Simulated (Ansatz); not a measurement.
A relaxed cell of Si2W (P6₂22 (No. 180)), relaxed on a k-mesh at least as fine as the one used below. Computed with r2SCAN (plane waves to 500 eV, PAW, scalar-relativistic; Ansatz, a first-principles code). Γ-centred k-mesh 6×6×4 on the run's cell (coarser than for final values), Fermi–Dirac smearing 0.05 eV.

```
CELL_PARAMETERS angstrom
      4.58054     0.00000     0.00000
     -2.29027     3.96686     0.00000
      0.00000     0.00000     6.61114
ATOMIC_POSITIONS crystal
  W  0.50000 0.00000 0.00000
  W  0.50000 0.50000 0.33333
  W  0.00000 0.50000 0.66667
  Si 0.16357 0.32714 0.00000
  Si 0.83643 0.16357 0.33333
  Si 0.67286 0.83643 0.66667
  Si 0.83643 0.67286 0.00000
  Si 0.16357 0.83643 0.33333
  Si 0.32714 0.16357 0.66667
```

The atoms are displaced by (Å):

```json
[
 {"atom": "W1", "ux": "-0.159", "uy": "-0.019", "uz": "0.042"},
 {"atom": "W2", "ux": "-0.139", "uy": "-0.159", "uz": "0.064"},
 {"atom": "W3", "ux": "-0.032", "uy": "-0.074", "uz": "-0.027"},
 {"atom": "Si4", "ux": "0.035", "uy": "0.056", "uz": "-0.070"},
 {"atom": "Si5", "ux": "-0.104", "uy": "0.084", "uz": "0.014"},
 {"atom": "Si6", "ux": "-0.033", "uy": "-0.070", "uz": "-0.099"},
 {"atom": "Si7", "ux": "-0.060", "uy": "0.039", "uz": "-0.011"},
 {"atom": "Si8", "ux": "0.056", "uy": "0.029", "uz": "0.112"},
 {"atom": "Si9", "ux": "0.008", "uy": "-0.043", "uz": "-0.002"}
]
```

**Question.** What forces (eV/Å) and pressure result?

**Answer.** 
```
atom     Fx     Fy     Fz
----  -----  -----  -----
W1     2.25  -0.23  -0.83
W2     1.48   2.82  -1.46
W3    -0.72   0.47   1.56
Si4   -1.16  -0.51   0.45
Si5    0.38  -1.28  -1.32
Si6   -0.04   0.49   0.88
Si7   -0.29  -0.37   0.72
Si8   -1.31  -1.06  -0.77
Si9   -0.59  -0.33   0.77
```

Pressure +4.3 GPa.

**Question.** Estimate the energy cost of the displacement in the harmonic approximation and compare with the calculation.

**Answer.** For a harmonic well ΔE = −½ Σ F·u = 0.882 eV a cell, or 98 meV/atom. The calculated energy relative to the undisplaced cell is +0.10 eV/atom, so the harmonic estimate holds well.

No spin polarisation in the result.

The run that gave the undisplaced cell could not lose the symmetry of its start; a randomly shaken copy of 9 atoms returns to this structure.

The first start was generated by placing the elements on the sites of a structure type. Materials Project lists a structure of Si2W in the same space group, P6₂22 (No. 180); the sites were not compared with it, nor with measured phases. Known forms of Si2W include space group No. 139.
